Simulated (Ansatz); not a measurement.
VBiO4 (scheelite type, space group I4_1/a)

```xyz
12
Lattice="-2.5605 2.5605 5.8115 2.5605 -2.5605 5.8115 2.5605 2.5605 -5.8115" Properties=species:S:1:pos:R:3 pbc="T T T"
Bi     0.0000     2.5605     2.9058
Bi     0.0000     0.0000     0.0000
V      2.5605     0.0000     2.9058
V      0.0000     0.0000     5.8115
O      3.2725    -1.2745     3.8207
O      1.8486     1.2745     3.8207
O      1.2745     0.7119     6.7265
O      1.2860     1.8486     0.9149
O     -0.7119     1.2745     4.8966
O      3.2725     1.2860    -0.9149
O      1.2860    -0.7119     1.9909
O      3.8350     0.7119     1.9909
```

The volume is varied about the relaxed value V₀ at fixed cell shape. The atoms relax within the cell's symmetry.

Method: r2SCAN (plane waves to 500 eV, PAW, scalar-relativistic; Ansatz, a program for electronic structure). k mesh 7×7×7 (Γ-centred), Fermi-Dirac smearing 0.05 eV. Energies are smeared free energies. Compression counts positive. With the shape held, the modulus is that of even scaling; a crystal free to change shape is softer. Spin-orbit coupling is left out, though Bi is heavy. The PAW data are Ansatz's earlier set. This is one of several known forms of VBiO4; the measured ambient cells at hand have space group No. 15 or 60. VBiO4 is run without spin polarisation. VBiO4 was relaxed with its symmetry unable to fall. ΔE is measured from the relaxed starting cell.

| V (Å³/atom) | ΔE (meV/atom) |
|---|---|
| 11.431 | 67.9 |
| 11.642 | 45.6 |
| 11.854 | 28.3 |
| 12.066 | 15.4 |
| 12.277 | 6.7 |
| 12.489 | 1.6 |
| 12.701 | 0.0 |
| 12.912 | 1.5 |
| 13.124 | withheld |
| 13.336 | 12.8 |
| 13.547 | 22.1 |
| 13.759 | 33.5 |
| 13.971 | 46.8 |

**Question.** Fit a third-order Birch-Murnaghan form (E₀, V₀, B₀, B₀′ free) to the given rows and predict ΔE at V = 13.124.

**Answer.** Least squares on the 12 given rows: ΔE = E₀ + (9V₀B₀/16)·y²·[2 + (B₀′ − 4)y], y = (V₀/V)^(2/3) − 1, with V₀ = 12.701 Å³/atom, B₀ = 140.9 GPa (160.2 GPa = 1 eV/Å³; the term in eV is multiplied by 1000), B₀′ = 4.56, E₀ = 0.04 meV/atom; root-mean-square residual 0.04 meV/atom. At 13.124 the fit gives 5.9 meV/atom; the calculation gives 5.8 meV/atom, so the interpolation is off by 0.1 (+1.7 %). For the pressure the fit gives -4.3 GPa against the computed -4.3 GPa.

(Under strain, the slope of the energy per volume gives the stress and its curvature an elastic modulus.)
